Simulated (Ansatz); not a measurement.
## Zn (P6_3/mmc): electronic heat capacity and spin susceptibility from the density of states

All numbers below come from DFT r2SCAN, scalar-relativistic, plane waves, PAW (Ansatz).

Settings: cutoff 500 eV, Γ-centred mesh 18×18×8 on the computed 2-atom cell, Gaussian smearing of 0.10 eV; no spin polarisation.

Relaxed cell: P6_3/mmc, a = 2.595 Å, b = 2.595 Å, c = 4.991 Å, α = 90.00°, β = 90.00°, γ = 120.00°, 2 atoms in the primitive cell.

The density of states at the Fermi level is 0.369 states/eV in the cell of 2 atoms (2 formula units; both spins, tetrahedra on a 27×27×12 mesh). Averaged over bins of 0.1 eV the density runs from 0.3 to 0.4 states/eV within 0.2 eV of the Fermi level, so the figure hangs on the exact place of that level.

Question: What Sommerfeld coefficient and Pauli susceptibility does this give?

Answer: Per formula unit N(E_F) = 0.185 states/eV. γ = (π²/3) k_B² N(E_F) N_A = 2.357 mJ/(mol K²) per state/eV, so γ = 0.4 mJ/(mol K²), a mole of formula units. χ_P = μ_B² N(E_F) N_A = 3.23×10⁻⁵ emu/mol per state/eV gives 0.6×10⁻⁵ emu/mol. This is the bare band result: a measured γ of the same phase is as a rule larger by a factor 1 + λ from phonons and spin fluctuations, the spin part of χ is larger by the Stoner factor, and a measured χ also holds orbital and core terms. N(E_F) at one energy is sensitive to the mesh where the density of states has sharp peaks.

Cost: 1 run of about 0.73 core-minutes, on Arm Neoverse V1 (shared hosts).